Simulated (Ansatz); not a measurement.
A relaxation computed with Ansatz, from input to last step.

```yaml
crystal:
  lattice:
    - [-1.9491720284, 1.9491720284, 4.8859661434]
    - [1.9491720284, -1.9491720284, 4.8859661434]
    - [1.9491720284, 1.9491720284, -4.8859661434]
  atoms:
    - { symbol: Sn, position: [0.75, 0.25, 0.5] }
    - { symbol: Sn, position: [0.0, 0.0, 0.0] }
    - { symbol: O, position: [0.7922808695, 0.7922808695, 0.0] }
    - { symbol: O, position: [0.9577191305, 0.4577191305, 0.5] }
    - { symbol: O, position: [0.2077191305, 0.2077191305, 0.0] }
    - { symbol: O, position: [0.5422808695, 0.0422808695, 0.5] }
basis:
  ecutwfc: 500
kpoints:
  mp_grid: { grid: [10, 10, 10] }
hamiltonian:
  xc: r2scan
scf:
  occupations: { method: gaussian, width: 0.02 }
output:
  forces: true
  stress: true
  eigenvalues: true
relax:
  adjacent_minimum: "off"
  f_tol: 0.01
  max_steps: 30
  cell: { stress_tol: 0.1, fix: [volume] }
```

```bash
ansatz run input.yaml --threads 1 --pin off --max-ram 2560MiB --backend cpu --events-out ev --progress --plain --runs-dir out
```

Theory: Ansatz 0.2.0, DFT r2SCAN, scalar-relativistic, plane waves, PAW.

The volume is held at 0.91 times that of the relaxed cell.

Of 5 frames 4 are shown, positions in Å and forces in eV/Å; the SCF threshold varies from step to step. Steps run on the plane waves of an earlier cell, with a Pulay correction in the pressure. The basis is chosen afresh for the last frame, the zero of the energies, and at times for earlier ones too; energy and pressure step there, also at an unchanged geometry.

```xyz
6
Lattice="-1.9492 1.9492 4.8860 1.9492 -1.9492 4.8860 1.9492 1.9492 -4.8860" Properties=species:S:1:pos:R:3:forces:R:3 pbc="T T T" step=1 free_energy_over_end_meV_per_atom=2.00 pressure_GPa=19.79
Sn    0.0000    1.9492    2.4430    0.0000    0.0000    0.0000
Sn    0.0000    0.0000    0.0000    0.0000    0.0000    0.0000
O     0.0000    0.0000    7.7421    0.0000    0.0000   -0.2455
O     0.0000    1.9492    4.4728    0.0000    0.0000    0.2455
O     0.0000    0.0000    2.0298    0.0000    0.0000    0.2455
O     0.0000    1.9492    0.4132    0.0000    0.0000   -0.2455
6
Lattice="-1.9546 1.9546 4.8590 1.9546 -1.9546 4.8590 1.9546 1.9546 -4.8590" Properties=species:S:1:pos:R:3:forces:R:3 pbc="T T T" step=2 free_energy_over_end_meV_per_atom=0.30 pressure_GPa=18.75
Sn    0.0000    1.9546    2.4295    0.0000    0.0000    0.0000
Sn    0.0000    0.0000    0.0000    0.0000    0.0000    0.0000
O     0.0000    0.0000    7.6817    0.0000    0.0000   -0.0676
O     0.0000    1.9546    4.4658    0.0000    0.0000    0.0676
O     0.0000    0.0000    2.0363    0.0000    0.0000    0.0676
O     0.0000    1.9546    0.3932    0.0000    0.0000   -0.0676
6
Lattice="-1.9587 1.9587 4.8384 1.9587 -1.9587 4.8384 1.9587 1.9587 -4.8384" Properties=species:S:1:pos:R:3:forces:R:3 pbc="T T T" step=3 free_energy_over_end_meV_per_atom=0.01 pressure_GPa=18.16
Sn    0.0000    1.9587    2.4192    0.0000    0.0000    0.0000
Sn    0.0000    0.0000    0.0000    0.0000    0.0000    0.0000
O     0.0000    0.0000    7.6388    0.0000    0.0000    0.0058
O     0.0000    1.9587    4.4572    0.0000    0.0000   -0.0058
O     0.0000    0.0000    2.0380    0.0000    0.0000   -0.0058
O     0.0000    1.9587    0.3812    0.0000    0.0000    0.0058
6
Lattice="-1.9595 1.9595 4.8346 1.9595 -1.9595 4.8346 1.9595 1.9595 -4.8346" Properties=species:S:1:pos:R:3:forces:R:3 pbc="T T T" step=5 free_energy_over_end_meV_per_atom=0.00 pressure_GPa=18.11
Sn    0.0000    1.9595    2.4173    0.0000    0.0000    0.0000
Sn    0.0000    0.0000    0.0000    0.0000    0.0000    0.0000
O     0.0000    0.0000    7.6318    0.0000    0.0000    0.0052
O     0.0000    1.9595    4.4548    0.0000    0.0000   -0.0052
O     0.0000    0.0000    2.0375    0.0000    0.0000   -0.0052
O     0.0000    1.9595    0.3798    0.0000    0.0000    0.0052
```

Time: 66 s on 1 thread of Intel(R) Xeon(R) 6975P-C (Granite Rapids), on a shared host, peak memory 0.73 GiB.